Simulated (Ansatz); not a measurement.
Task: Each is relaxed and computed with DFT-r²SCAN in the program Ansatz with PAW potentials. Which is the only metal?
(A) Y2MoO6, C2/c (Pearson symbol mS72)
(B) GeTePt, P2_13 (Ge on 4a, Te on 4a, Pt on 4a)
(C) TaAsO5, Pnma (Pearson symbol oP28)
(D) HfGeMo, Pnma (Hf on 4c, Ge on 4c, Mo on 4c)

Result: D, HfGeMo, Pnma (Hf on 4c, Ge on 4c, Mo on 4c). HfGeMo: metal; GeTePt: gap 0.37 eV (indirect); TaAsO5: gap 3.69 eV (direct); Y2MoO6: gap 2.39 eV. Standing as an ambient phase not checked: HfGeMo, Pnma (Hf on 4c, Ge on 4c, Mo on 4c); GeTePt, P2_13 (Ge on 4a, Te on 4a, Pt on 4a); TaAsO5, Pnma (Pearson symbol oP28); Y2MoO6, C2/c (Pearson symbol mS72). All cells were relaxed under the symmetry of their starts (and spin orders); stability against distortions was not tested throughout. Rows with no word on spin ran without spin polarisation. Spin–orbit coupling is left out wherever it is not named.

Potentials: the later of the program's two PAW sets.
